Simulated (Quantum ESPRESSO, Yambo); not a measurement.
**CsCl: DFT and GW levels**

```cif
data_ClCs
_chemical_formula_sum 'Cl1 Cs1'
_space_group_name_H-M_alt 'Pm-3m'
_space_group_IT_number 221
_space_group_name_Hall '-P 4 2 3'
_cell_length_a 4.06547
_cell_length_b 4.06547
_cell_length_c 4.06547
_cell_angle_alpha 90.000
_cell_angle_beta 90.000
_cell_angle_gamma 90.000
loop_
_atom_site_label
_atom_site_type_symbol
_atom_site_symmetry_multiplicity
_atom_site_Wyckoff_symbol
_atom_site_fract_x
_atom_site_fract_y
_atom_site_fract_z
_atom_site_occupancy
Cl1 Cl 1 b 0.50000 0.50000 0.50000 1
Cs1 Cs 1 a 0.00000 0.00000 0.00000 1
```

Cell and atoms were relaxed with PBEsol from Materials Project entry mp-22865, within its symmetry.

Starting point: PBEsol (Quantum ESPRESSO, PseudoDojo norm-conserving, 58 Ry, with spin-orbit coupling). G0W0 in Yambo: 4×4×4 Γ-centred k mesh, 196 bands and a 7 Ry block in the screening, 196 bands in G with the Bruneval-Gonze terminator, plasmon pole fitted at 27.2 eV.

```
Property                                             Value
-------------------------------------------------  -------
PBEsol gap along the band path                     5.15 eV
PBEsol gap between the mesh's edge points (Γ → Γ)  5.15 eV
G0W0 gap between the same points                   7.82 eV
```

| k point | band | E PBEsol (eV) | E QP (eV) | shift (eV) | Z |
|---|---|---|---|---|---|
| Γ | VB−2 | 0.00 | -1.80 | -1.80 | 0.81 |
| Γ | VB−1 | 0.00 | -1.80 | -1.80 | 0.81 |
| Γ | VB | 0.00 | -1.80 | -1.80 | 0.81 |
| Γ | CB | 5.15 | 6.02 | 0.87 | 0.86 |
| Γ | CB+1 | 5.15 | 6.00 | 0.84 | 0.86 |
| X | VB | -0.32 | -2.15 | -1.83 | 0.81 |
| X | CB | 6.26 | 7.21 | 0.95 | 0.86 |
| M | VB | -0.16 | -1.97 | -1.82 | 0.81 |
| M | CB | 5.78 | 6.67 | 0.90 | 0.86 |
| R | VB | -1.28 | -3.21 | -1.92 | 0.81 |
| R | CB | 8.54 | 9.58 | 1.05 | 0.84 |

Energies count from the PBEsol valence-band maximum.

Nearest settings tried, and what they do to the gap: 122 bands in W, 122 bands in G: -1 meV; 6 Ry block (123 vectors against 171): -61 meV; 2×2×2 mesh: -167 meV. So the settings aren't converged at that level.
